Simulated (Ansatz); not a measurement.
KIO₃:
```
KIO3
1.0
    3.09723     1.78819     5.16460
   -3.09723     1.78819     5.16460
    0.00000    -3.57637     5.16460
K I O
2 2 6
Direct
  0.75466   0.75466   0.75466
  0.25466   0.25466   0.25466
  0.00371   0.00371   0.00371
  0.50371   0.50371   0.50371
  0.15700   0.25828   0.76397
  0.25828   0.76397   0.15700
  0.76397   0.15700   0.25828
  0.26397   0.75828   0.65700
  0.65700   0.26397   0.75828
  0.75828   0.65700   0.26397
```

Relaxed with PBEsol.

Problem. Give the Bader charges and basin volumes of the independent atoms, the program Ansatz at the PBEsol level (PAW).

Solution. 

| atom | Bader charge (e) | Bader volume (Å³) |
|---|---|---|
| K1 | +0.86 | 19.8 |
| I3 | +2.53 | 15.6 |
| O5 | -1.13 | 16.8 |

Space group R3c. The first step of the workflow began from a Materials Project structure, measured or hypothetical; the Crystallography Open Database copy checked does not list it. COD files the formula under space group No. 1, 160. Whether it is the stable phase at ambient conditions was not checked. Symmetry was held in the PBEsol relaxation; whether a distortion lowers the energy is not shown. Scalar-relativistic: spin–orbit coupling is off unless named, which matters more the heavier the elements.

Potentials: the later of the program's two PAW sets.
